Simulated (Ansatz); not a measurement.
Al$_{2}$O$_{3}$:
```
CELL_PARAMETERS angstrom
      2.38667     1.37794     4.33753
     -2.38667     1.37794     4.33753
      0.00000    -2.75589     4.33753
ATOMIC_POSITIONS crystal
  Al 0.14794 0.14794 0.14794
  Al 0.85206 0.85206 0.85206
  Al 0.35206 0.35206 0.35206
  Al 0.64794 0.64794 0.64794
  O  0.94417 0.55583 0.25000
  O  0.05583 0.44417 0.75000
  O  0.25000 0.94417 0.55583
  O  0.75000 0.05583 0.44417
  O  0.55583 0.25000 0.94417
  O  0.44417 0.75000 0.05583
```

Cartesian axes are those of the cell as given.

Problem. Give the high-frequency dielectric tensor and the Born effective charge tensors of the independent atoms from DFPT, DFT-PBEsol in the program Ansatz with PAW potentials.

Solution. 
ε∞:
```
3.30  0.00  0.00
0.00  3.30  0.00
0.00  0.00  3.26
```
Z* of atom 1 (Al), rows: field, columns: displacement, in e:
```
 2.98  -0.03   0.00
 0.03   2.98   0.00
 0.00   0.00   2.95
```
Z* of atom 5 (O), rows: field, columns: displacement, in e:
```
-2.09   0.00   0.00
 0.00  -1.88   0.27
 0.00   0.36  -1.96
```

Space group R-3c (corundum). The PBEsol relaxation kept the symmetry of its start.

Potentials: the earlier of the program's two PAW sets. The files were generated under PBE; for other functionals the program regenerates the frozen cores, and for LDA and PBEsol the local potential too.
